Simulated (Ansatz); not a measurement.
A plane-wave DFT run in Ansatz 0.2.0 (scalar-relativistic PAW potentials unless the input names others): input and command.

```yaml
crystal:
  lattice:
    - [2.7023482492, 0.0, 0.0]
    - [0.0, 4.2659655209, 0.0]
    - [0.0, 0.0, 25.9214104239]
  atoms:
    - { symbol: Ru, position: [0.0, 0.25, 0.2893361078] }
    - { symbol: Ru, position: [0.0, 0.75, 0.3495257913] }
    - { symbol: Ru, position: [0.5, 0.25, 0.379620633] }
    - { symbol: Ru, position: [0.5, 0.75, 0.4398103165] }
    - { symbol: Ru, position: [0.0, 0.25, 0.4699051583] }
    - { symbol: Ru, position: [0.0, 0.75, 0.5300948417] }
    - { symbol: Ru, position: [0.5, 0.25, 0.5601896835] }
    - { symbol: Ru, position: [0.5, 0.75, 0.620379367] }
    - { symbol: Ru, position: [0.0, 0.25, 0.6504742087] }
    - { symbol: Ru, position: [0.0, 0.75, 0.7106638922] }
basis:
  ecutwfc: 500
kpoints:
  mp_grid: { grid: [13, 8, 1] }
hamiltonian:
  xc: r2scan
scf:
  occupations: { method: cold, width: 0.001 }
output:
  forces: true
  eigenvalues: true
  stress: true
efield:
  axis: 3
  dipole_correction: true
  ramp_width: 0.04
```

```bash
ansatz run input.yaml --threads 2 --pin off --max-ram 5120MiB --backend cpu --events-out ev --progress --plain --runs-dir out
```

Abridged log:
```
Basis set: ecut = 500 eV, 7545 PW (Γ), exchange–correlation on 80×128×768 points (64 copies of the dense FFT grid, shifted against one another)
Bands: 96, of which v1, the nominal top of the filled ones, is band 80 counted from 1 (79 counted from 0)
Symmetry: 4 space group operations
k-points: 35 of 104
SCF iter   1: F=—  HF=-58901.207748 eV  |F-HF|=—  |Δ(HF+E_count)|=         —  Δρ=1.54e-2  dr2=6.07e0  dr2_τ=1.19e-1  ethr=1.77e-3  p=0.000 e·Å  D=3.35e-13 V/Å  ΔV_dip= 0.00 eV  dr2_dipole=9.55e-7  V_vac-E_F(+/−)=4.08/4.08 eV  ⟨swp⟩=7.1  Hψ=12758  notcnv=0  defer=140
efield: sawtooth ramp at fractional position 0.9800 (placed from the atoms, in the widest stretch of the axis that holds none; the zero of the levels goes with the place), width 0.0400; the density the first Hamiltonian is built on has a dipole p = 0.000 e·Å; the dipole correction subtracts the counter field D = 3.35e-13 V/Å, which shifts the + side's vacuum level by  0.00 eV against the − side's; the planar-averaged density in the ramp window peaks in size at 1.1e-5 e/Å³
SCF iter   2: F=—  HF=-58901.228102 eV  |F-HF|=—  |Δ(HF+E_count)|=   2.04e-2  S|Δr|=    0.00e0  Δρ=1.06e-2  dr2=8.06e-1  dr2_τ=4.45e-2  ethr=1.77e-3  p= 0.000 e·Å  D=-3.91e-6 V/Å  ΔV_dip=0.00 eV  dr2_dipole=1.07e-5  V_vac-E_F(+/−)=4.06/4.06 eV  ⟨swp⟩=2.1  Hψ=4118  notcnv=0  defer=324
SCF iter   3: F=—  HF=-58901.230103 eV  |F-HF|=—  |Δ(HF+E_count)|=   2.00e-3  S|Δr|=    0.00e0  Δρ=6.64e-3  dr2=1.16e0  dr2_τ=1.53e-2  ethr=5.03e-4  p=0.000 e·Å  D=1.10e-5 V/Å  ΔV_dip= 0.00 eV  dr2_dipole=3.91e-5  V_vac-E_F(+/−)=4.11/4.11 eV  ⟨swp⟩=2.1  Hψ=4200  notcnv=0  defer=324
SCF iter   4: F=—  HF=-58901.219368 eV  |F-HF|=—  |Δ(HF+E_count)|=   1.07e-2  S|Δr|=    0.00e0  Δρ=2.45e-3  dr2=1.97e-2  dr2_τ=1.57e-3  ethr=5.03e-4  p=0.000 e·Å  D=3.26e-5 V/Å  ΔV_dip= 0.00 eV  dr2_dipole=7.53e-6  V_vac-E_F(+/−)=4.13/4.13 eV  ⟨swp⟩=2.1  Hψ=3293  notcnv=0  defer=324
SCF iter   5: F=—  HF=-58901.219585 eV  |F-HF|=—  |Δ(HF+E_count)|=   2.17e-4  S|Δr|=    0.00e0  Δρ=1.15e-3  dr2=7.02e-3  dr2_τ=6.33e-4  ethr=1.23e-5  p=0.000 e·Å  D=1.41e-5 V/Å  ΔV_dip= 0.00 eV  dr2_dipole=3.66e-4  V_vac-E_F(+/−)=4.15/4.15 eV  ⟨swp⟩=3.2  Hψ=5412  notcnv=0  defer=322
SCF iter   6: F=—  HF=-58901.219513 eV  |F-HF|=—  |Δ(HF+E_count)|=   7.21e-5  S|Δr|=    0.00e0  Δρ=6.25e-4  dr2=4.54e-3  dr2_τ=8.74e-5  ethr=4.39e-6  p=0.000 e·Å  D=3.55e-5 V/Å  ΔV_dip= 0.00 eV  dr2_dipole=3.27e-4  V_vac-E_F(+/−)=4.16/4.16 eV  ⟨swp⟩=2.1  Hψ=3589  notcnv=0  defer=322
SCF iter   7: F=—  HF=-58901.219542 eV  |F-HF|=—  |Δ(HF+E_count)|=   2.89e-5  S|Δr|=    0.00e0  Δρ=5.35e-4  dr2=1.50e-3  dr2_τ=1.55e-5  ethr=2.84e-6  p=0.000 e·Å  D=3.00e-5 V/Å  ΔV_dip= 0.00 eV  dr2_dipole=2.69e-4  V_vac-E_F(+/−)=4.17/4.17 eV  ⟨swp⟩=1.8  Hψ=3198  notcnv=0  defer=322
SCF iter   8: F=—  HF=-58901.220056 eV  |F-HF|=—  |Δ(HF+E_count)|=   5.14e-4  S|Δr|=    0.00e0  Δρ=5.56e-4  dr2=2.36e-3  dr2_τ=3.49e-5  ethr=9.38e-7  p=0.000 e·Å  D=8.77e-6 V/Å  ΔV_dip= 0.00 eV  dr2_dipole=1.47e-5  V_vac-E_F(+/−)=4.19/4.19 eV  ⟨swp⟩=2.2  Hψ=3969  notcnv=0  defer=322
   ...
SCF iter  19: F=—  HF=-58901.221807 eV  |F-HF|=—  |Δ(HF+E_count)|=   3.15e-6  S|Δr|=    0.00e0  Δρ=1.95e-5  dr2=2.13e-6  dr2_τ=3.74e-8  ethr=9.54e-9  p= 0.000 e·Å  D=-6.34e-6 V/Å  ΔV_dip=0.00 eV  dr2_dipole=1.83e-8  V_vac-E_F(+/−)=4.24/4.24 eV  ⟨swp⟩=2.0  Hψ=3603  notcnv=0  defer=322
SCF iter  20: F=—  HF=-58901.221807 eV  |F-HF|=—  |Δ(HF+E_count)|=   5.22e-7  S|Δr|=    0.00e0  Δρ=1.82e-5  dr2=5.29e-6  dr2_τ=4.66e-8  ethr=1.33e-9  p= 0.000 e·Å  D=-5.40e-6 V/Å  ΔV_dip=0.00 eV  dr2_dipole=2.20e-6  V_vac-E_F(+/−)=4.24/4.24 eV  ⟨swp⟩=2.0  Hψ=4277  notcnv=0  defer=322  recentre
SCF iter  21: F=—  HF=-58901.221808 eV  |F-HF|=—  |Δ(HF+E_count)|=   2.09e-7  S|Δr|=    0.00e0  Δρ=1.38e-5  dr2=1.29e-6  dr2_τ=1.31e-8  ethr=1.33e-9  p= 0.000 e·Å  D=-3.92e-6 V/Å  ΔV_dip=0.00 eV  dr2_dipole=2.16e-7  V_vac-E_F(+/−)=4.24/4.24 eV  ⟨swp⟩=1.1  Hψ=3043  notcnv=0  defer=322
SCF iter  22: F=—  HF=-58901.221808 eV  |F-HF|=—  |Δ(HF+E_count)|=   3.69e-7  S|Δr|=    0.00e0  Δρ=1.00e-5  dr2=3.73e-7  dr2_τ=1.25e-8  ethr=8.04e-10  p= 0.000 e·Å  D=-1.43e-6 V/Å  ΔV_dip=0.00 eV  dr2_dipole=2.10e-8  V_vac-E_F(+/−)=4.24/4.24 eV  ⟨swp⟩=2.0  Hψ=3635  notcnv=0  defer=322
SCF iter  23: F=—  HF=-58901.221808 eV  |F-HF|=—  |Δ(HF+E_count)|=   2.46e-7  S|Δr|=    0.00e0  Δρ=8.22e-6  dr2=6.98e-7  dr2_τ=9.61e-9  ethr=2.33e-10  p= 0.000 e·Å  D=-4.21e-7 V/Å  ΔV_dip=0.00 eV  dr2_dipole=2.04e-7  V_vac-E_F(+/−)=4.24/4.24 eV  ⟨swp⟩=2.1  Hψ=4204  notcnv=0  defer=322  recentre
SCF iter  24: F=—  HF=-58901.221808 eV  |F-HF|=—  |Δ(HF+E_count)|=   4.41e-9  S|Δr|=    0.00e0  Δρ=6.54e-6  dr2=1.25e-7  dr2_τ=3.70e-9  ethr=2.33e-10  p= 0.000 e·Å  D=-8.11e-7 V/Å  ΔV_dip=0.00 eV  dr2_dipole=9.12e-9  V_vac-E_F(+/−)=4.24/4.24 eV  ⟨swp⟩=1.9  Hψ=3327  notcnv=0  defer=322
SCF iter  25: F=—  HF=-58901.221808 eV  |F-HF|=—  |Δ(HF+E_count)|=   1.42e-7  S|Δr|=    0.00e0  Δρ=7.34e-6  dr2=8.82e-7  dr2_τ=8.06e-9  ethr=6.25e-11  p= 0.000 e·Å  D=-4.90e-7 V/Å  ΔV_dip=0.00 eV  dr2_dipole=5.80e-7  V_vac-E_F(+/−)=4.24/4.24 eV  ⟨swp⟩=13.8  Hψ=14151  notcnv=0  recentre
SCF iter  26: F=-58901.221808 eV  HF=-58901.221808 eV  |F-HF|=3.08e-8  |Δ(HF+E_count)|=   1.18e-8  S|Δr|=    0.00e0  Δρ=3.82e-6  dr2=9.73e-8  dr2_τ=1.27e-9  ethr=6.25e-11  p= 0.000 e·Å  D=-9.17e-7 V/Å  ΔV_dip=0.00 eV  dr2_dipole=2.48e-8  V_vac-E_F(+/−)=4.24/4.24 eV  ⟨swp⟩=3.4  Hψ=11040  notcnv=0
SCF 1 converged in 26 iterations: F = -58901.221808 eV  dr2 = 9.73e-8
SCF converged after 26 iterations
Stability not checked: this state was not tested for a lower state beside it, because cold or Methfessel-Paxton smearing, or corrected tetrahedra, fill the levels in a way that the test cannot read (fill_not_monotonic; see scf.lower_state_search)
Free energy (F): -58901.221808 eV
Harris-Foulkes:  -58901.221808 eV  (|F-HF|=3.08e-8)
Internal energy: -58901.221803 eV  (E = F + TS)
E sigma→0 (E₀):  -58901.221807 eV
Entropy (-TS):   -0.000005 eV (-0.001 meV/atom)
Fermi energy:    8.345007 eV
Step filling:    the computed levels leave a gap of 0.0000 eV = 0.0 smearing widths at the electron count; against every level under it full and every level over it empty, smearing changes F+E_penalty+E_count by -2.56e-3 meV and its σ→0 estimate by -7.52e-4 meV
Dipole field:    D = 0.000172 V/Å  (p = 0.000285 e·Å, saw-weighted, corrected)
Work function:   Φ+ = 4.2335 eV   Φ− = 4.2380 eV
Levels:          The Fermi level and band energies are counted from a zero that moves with the ramp; work functions are not
--- Forces (eV/Å), atoms counted from 1 ---
  atom   1  Ru     0.00000000     0.00000000     1.59494289
  atom   2  Ru     0.00000000     0.00000000    -0.45264488
  atom   3  Ru     0.00000000     0.00000000    -0.69876546
  atom   4  Ru     0.00000000     0.00000000    -0.45808513
  atom   5  Ru     0.00000000     0.00000000    -0.14479594
  atom   6  Ru     0.00000000     0.00000000     0.14480447
  atom   7  Ru     0.00000000     0.00000000     0.45807558
  atom   8  Ru     0.00000000     0.00000000     0.69878733
  atom   9  Ru     0.00000000     0.00000000     0.45264341
  atom  10  Ru     0.00000000     0.00000000    -1.59504101
--- Stress (GPa, compression-positive) ---
       -5.739238       0.000000       0.000000
        0.000000      -4.501225       0.000000
        0.000000       0.000000      -4.220755
  P = ⅓ Tr σ = -4.8204 GPa (-48.204 kbar)
```

Apart from outputs and empty bands, the input differs from a reference run on usual settings in scf.occupations.method: "gaussian" → "cold"; scf.occupations.width: 0.1 → 0.001. The reference, at the same geometry (not necessarily relaxed), gave pressure -4.80 GPa (averaged over a cell that holds vacuum), largest force 1.564 eV/Å, no gap on the mesh. This run converged in 26 SCF iterations (reference: 9) with an energy at zero smearing 0.47 meV/atom above the reference's, pressure -4.82 GPa (averaged over a cell that holds vacuum), largest force 1.595 eV/Å, no gap on the mesh. Its k mesh, for so narrow a smearing in a metal, is looser than usual, and the result moved.

It took 2.7 min on 2 threads of Intel(R) Xeon(R) Platinum 8259CL CPU @ 2.50GHz (Skylake/Cascade Lake) (shared host), peak memory 1.6 GiB.